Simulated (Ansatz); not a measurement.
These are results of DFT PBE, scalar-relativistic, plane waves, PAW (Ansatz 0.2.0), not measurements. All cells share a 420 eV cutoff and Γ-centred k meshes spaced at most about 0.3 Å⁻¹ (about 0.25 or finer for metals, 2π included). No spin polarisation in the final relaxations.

These are static total energies at zero pressure. All come from trial cells, and lower structures may exist.

Problem. Which of these relaxed structures of Ti4W is the lowest in energy?
A.

```xyz
5
Lattice="2.2931 1.3239 4.6273 -2.2931 1.3239 4.6273 0.0000 -2.6478 4.6273" Properties=species:S:1:pos:R:3 pbc="T T T"
Ti    0.0000    0.0000   11.3310
Ti    0.0000    0.0000    5.5139
Ti    0.0000    0.0000    8.3680
Ti    0.0000    0.0000    2.5508
W     0.0000    0.0000    0.0000
```

B.

```xyz
5
Lattice="-1.5910 1.5910 8.3843 1.5910 -1.5910 8.3843 1.5910 1.5910 -8.3843" Properties=species:S:1:pos:R:3 pbc="T T T"
Ti    0.0000    0.0000   13.4498
Ti    0.0000    0.0000    6.8779
Ti    0.0000    0.0000    9.8907
Ti    0.0000    0.0000    3.3188
W     0.0000    0.0000    0.0000
```

Solution. A. It has Ti and W ordered on bcc sites, space group R-3m (No. 166); the next, B, with Ti and W ordered on bcc sites, space group I4/mmm (No. 139), lies 33 meV/atom higher. Counting all near atoms (those within 1.25 times the shortest distance at each site; a plus sign parts nearer from farther groups; a slash parts the counts of unlike sites), the lowest has Ti 11/14, W 8 and the next has Ti 13/8+6, W 8+6. Even the lowest lies +0.04 eV/atom against the elements.

These runs have no spin–orbit coupling, which can matter for W. Cells relaxed within their symmetry can be saddle points. Some structure types and database cells were kept out of the candidates from the start, so a known form may be missing.
